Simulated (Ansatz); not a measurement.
SnC:
```yaml
crystal:
  lattice:
    - [3.55341, 0.00000, 0.00000]
    - [-1.77670, 3.07734, 0.00000]
    - [0.00000, 0.00000, 5.81818]
  atoms:
    - { symbol: Sn, position: [0.33333, 0.66667, 0.00025] }
    - { symbol: C, position: [0.66667, 0.33333, 0.12475] }
    - { symbol: Sn, position: [0.66667, 0.33333, 0.50025] }
    - { symbol: C, position: [0.33333, 0.66667, 0.62475] }
```

Relaxed with PBEsol. Special points in fractions of this cell's reciprocal vectors: Γ (0.000, 0.000, 0.000); M (0.500, 0.000, 0.000); K (0.333, 0.333, 0.000); A (0.000, 0.000, 0.500); L (0.500, 0.000, 0.500); H (0.333, 0.333, 0.500).

**Question.** List the band energies nearest the valence-band maximum at these points for PBEsol in the plane-wave PAW code Ansatz.

**Answer.** In eV from the valence-band maximum; about four levels below and three above (degenerate sets whole), none deeper than 8.9 eV; points with the same levels are listed once.

```csv
k,below,above
Γ,-1.29 -1.29 -0.11 0.00 0.00,0.97 1.77 5.65 5.65
M,-4.80 -3.12 -2.75 -1.26,2.16 3.28 3.80
K,-5.59 -3.49 -3.49 -3.18,2.47 5.32 5.32
A,-0.69 -0.69 -0.69 -0.69,2.36 2.36 5.59 5.59
L,-2.31 -2.31 -2.29 -2.29,1.99 1.99 4.34 4.34
H,-4.63 -4.63 -1.83 -1.83,3.39 3.39 4.97 4.97
```

Space group P6_3mc (wurtzite). The start of the workflow was typed in or built on a structure type; neither database checked (COD, Materials Project) lists it. Whether it is the stable phase at ambient conditions was not checked. The PBEsol relaxation kept the symmetry of its start; whether a distortion lowers the energy is not shown. Its formation energy is positive at this level, so the cell may be metastable or incomplete. Scalar-relativistic: spin–orbit coupling is off unless named, which matters more the heavier the elements.

Potentials: the later of the program's two PAW sets.
